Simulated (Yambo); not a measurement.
KBH₄: sweep of GW parameters

G0W0@LDA for KBH$_{4}$ (space group P2_1/m, No. 11, within 0.06 Å of P4_2/nmc) in Yambo. Reference settings: 2×2×2 Γ-centred k mesh, 197 bands and a 7 Ry block in the screening, 197 bands in G with the Bruneval-Gonze terminator, plasmon pole fitted at 27.2 eV. The LDA gap Γ → (-0.5, -0.5, 0) on this mesh is 5.64 eV; G0W0 gaps are taken between the same points.

```tsv
change from the reference	G0W0 gap Γ → (-0.5, -0.5, 0) (eV)	shift of the valence edge (eV)	rough Yambo cost
reference settings	8.95	-1.93	1
70 bands in G	8.95	-1.87	–
wavefunctions cut at 25 Ry	8.94	-1.92	about 1/2
no point-group symmetry	8.95	-1.93	within a factor of two
70 bands in G, no terminator	8.82	-1.43	–
no terminator	8.93	-1.83	–
```

The reference isn't shown to be the converged limit. Costs are rough (shared machines), scaled to the same edge states, and given only for runs that recompute the screening.

Geometry of the Materials Project entry, not relaxed at this level; primitive cell a = 4.663 Å, b = 4.678 Å, c = 6.549 Å, α = γ = 90.00°, β = 90.07°.

The structure is a Materials Project entry; no match was found in the copy of COD used, and its stability was not checked.

A shift is the quasiparticle energy of the state minus its LDA energy.
